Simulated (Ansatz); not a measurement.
One crystal and one scan (energy over volume and axial ratio) at two levels, r2SCAN (plane waves to 500 eV, PAW, scalar-relativistic; Ansatz, a program for electronic structure) and PBE (plane waves to 420 eV, PAW, scalar-relativistic; Ansatz), each from its own relaxed cell and on its own mesh. The cell shown is that of r2SCAN.

PbSe (rock salt)

```xyz
2
Lattice="0.0000 3.0890 3.0890 3.0890 0.0000 3.0890 3.0890 3.0890 0.0000" Properties=species:S:1:pos:R:3 pbc="T T T"
Se     0.0000     0.0000     0.0000
Pb     3.0890     3.0890     3.0890
```

Grid over V/V₀ and (c/a)/(c/a)₀, subscript 0 meaning the relaxed cell; the conventional c axis lies along z; no internal relaxation.

Energies are smeared free energies. PbSe was relaxed with its symmetry unable to fall. Spin-orbit coupling is left out, though Pb is heavy. Percentages come from the unrounded values. Both scans cover V/V₀ from 0.960 to 1.040 and (c/a)/(c/a)₀ from 0.920 to 1.080.

Results of r2SCAN:

Lattice constant a (Å): 6.178
Band gap of the relaxed cell, no spin-orbit coupling (eV): 0.67
Shear modulus C′ = (C11 − C12)/2 (fit, atoms clamped) (GPa): 57

Estimate the PBE values.


```
quantity                                                       PBE     r2SCAN − PBE
-----------------------------------------------------------  -----  ---------------
Lattice constant a (Å)                                       6.218  -0.040 (-0.6 %)
Band gap of the relaxed cell, no spin-orbit coupling (eV)     0.43    +0.24 (+54 %)
Shear modulus C′ = (C11 − C12)/2 (fit, atoms clamped) (GPa)     51       +6 (+11 %)
```

r2SCAN gives the higher value for: band gap of the relaxed cell, no spin-orbit coupling; shear modulus C′. r2SCAN gives the lower value for: lattice constant a. Neither level is exact: the differences show how much the result hangs on the functional.

(A scan under strain: stresses follow from slopes of the energy per volume, elastic moduli from its curvatures.)
